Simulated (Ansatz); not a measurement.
**Structure relaxation, CrI3**

The start is a relaxed CrI3 cell shaken by Gaussian noise of σ = 0.08 Å a coordinate. The cell and all atomic positions are relaxed at zero pressure with r2SCAN (plane waves to 500 eV, PAW, scalar-relativistic; Ansatz, a first-principles code). The first steps use a coarse 4×4×4 k-mesh.

The start:
```yaml
crystal:
  lattice:
    - [3.47813, 2.00810, 6.28663]
    - [-3.47813, 2.00810, 6.28663]
    - [0.00000, -4.01619, 6.28663]
  atoms:
    - { symbol: Cr, position: [0.49998, 0.49271, 0.50146] }
    - { symbol: Cr, position: [0.98631, 0.00170, 0.99578] }
    - { symbol: I, position: [0.61874, 0.90846, 0.22465] }
    - { symbol: I, position: [0.27955, 0.57298, 0.88122] }
    - { symbol: I, position: [0.89395, 0.23708, 0.60595] }
    - { symbol: I, position: [0.39848, 0.09344, 0.74744] }
    - { symbol: I, position: [0.72619, 0.41995, 0.11264] }
    - { symbol: I, position: [0.09553, 0.74160, 0.40476] }
```
Spin-polarised start, with parallel moments on Cr.

Q: By how much does the energy per atom fall from start to end?

A: 0.05 eV/atom.

Q: How do the shortest distances between atoms change?

A: The closest pairs of elements (up to four, under 3.6 Å), start → end: Cr–I 2.54 → 2.77 Å.

Q: What band gap does the relaxed structure have at this level?

A: 0.02 eV, indirect (valence top at Γ, conduction bottom at F) (no spin-orbit coupling).

Q: What magnetic moments remain?

A: Net 0.75 μB/atom, ferromagnetic.

Relaxed structure:

```cif
data_Cr6I18
_chemical_formula_sum 'Cr6 I18'
_space_group_name_H-M_alt 'R-3c :H'
_space_group_IT_number 167
_space_group_name_Hall '-R 3 2"c'
_cell_length_a 6.95603
_cell_length_b 6.95603
_cell_length_c 18.85909
_cell_angle_alpha 90.000
_cell_angle_beta 90.000
_cell_angle_gamma 120.000
loop_
_atom_site_label
_atom_site_type_symbol
_atom_site_symmetry_multiplicity
_atom_site_Wyckoff_symbol
_atom_site_fract_x
_atom_site_fract_y
_atom_site_fract_z
_atom_site_occupancy
Cr1 Cr 6 b 0.00000 0.00000 0.00000 1
I1 I 18 e 0.34425 0.34425 0.25000 1
```
(The calculation used a cell of 8 atoms; values per cell refer to that cell.)

Final values are on a 8×8×8 k-mesh of the relaxed cell. Spin state reached: ferromagnetic (net 0.75 μB/atom), from parallel starting moments; other spin orders were not run from this start. Spin-orbit coupling is missing; with elements this heavy it can move band edges by tenths of an eV or more.

The relaxed structure here is a generated cell of CrI3: the first start was made by placing the elements on the sites of a structure type, and the end was not matched to a known phase here, so it may be hypothetical. Known forms of CrI3 include space group No. 148.
